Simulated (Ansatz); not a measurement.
### Question
SiNi in space group Pnma (No. 62; Si on 4c, Ni on 4c) is relaxed with plane-wave PAW PBEsol (Ansatz code). What lattice parameters of the conventional cell result?

### Answer
a = 5.085 Å, b = 3.364 Å, c = 5.520 Å.

### Question
Give the free coordinates with the occupied sites.

### Answer
In one choice of origin and axes:

| atom | site | symmetry | x | y | z |
|---|---|---|---|---|---|
| Si | 4c | .m. | 0.1788 | 0.2500 | 0.4129 |
| Ni | 4c | .m. | 0.0094 | 0.2500 | 0.8126 |

### Question
Is it a metal or does it have a gap at this level?

### Answer
No gap at this level.

The PBEsol relaxation kept the symmetry of its start; of distortions, only those at the zone centre were tested. No spin polarisation was allowed.

Potentials: the later of the program's two PAW sets.
